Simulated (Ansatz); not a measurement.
Relaxed-ion elastic tensor of Nb2GaC in space group P6_3/mmc (No. 194; Nb on 4f, Ga on 2d, C on 2a) in GPa (Voigt order), the program Ansatz at the PBEsol level (PAW); density 7.83 g/cm³, 14.19 Å³ per atom.

```
 329  96.7   143   0.0   0.0   0.0
96.7   329   143   0.0   0.0   0.0
 143   143   290   0.0   0.0   0.0
 0.0   0.0   0.0   141   0.0   0.0
 0.0   0.0   0.0   0.0   141   0.0
 0.0   0.0   0.0   0.0   0.0   116
```

Question: Is the crystal mechanically stable?

Answer: Yes: the smallest eigenvalue of C is 116 GPa.

Question: Work out the Voigt, Reuss and Hill averages.

Answer: K_V = 190, K_R = 190, K_H = 190; G_V = 118, G_R = 111, G_H = 114 GPa.

Question: Give Young's modulus, Poisson's ratio, Pugh's ratio and the universal anisotropy index.

Answer: E = 9KG/(3K + G) = 285 GPa; ν = 0.25; K/G = 1.67 (near the Pugh limit of 1.75, no verdict); A_U = 5G_V/G_R + K_V/K_R − 6 = 0.31.

Question: Estimate the sound speeds and the Debye temperature.

Answer: v_l = √((K + 4G/3)/ρ) = 6610 m/s, v_t = √(G/ρ) = 3820 m/s, mean 4240 m/s; Θ = (h/k)(3n/4πV)^(1/3) v_m = 521 K.

Question: How much does each axis shrink under pressure?

Answer: Linear compressibilities β_i = Σ_j S_ij (j = 1 to 3): x 1.8, y 1.8, z 1.7 per TPa.

The workflow started from a Materials Project entry (that database holds measured and hypothetical structures alike); the Crystallography Open Database copy checked does not list it. Whether it is the stable phase at ambient conditions was not checked. Symmetry was held in the PBEsol relaxation; of distortions, only those at the zone centre were tested. The run is not spin-polarised. As this level gives no gap, shear constants depend on the k-mesh and smearing (Fermi–Dirac, 0.1 eV here).

Potentials: the later of the program's two PAW sets.
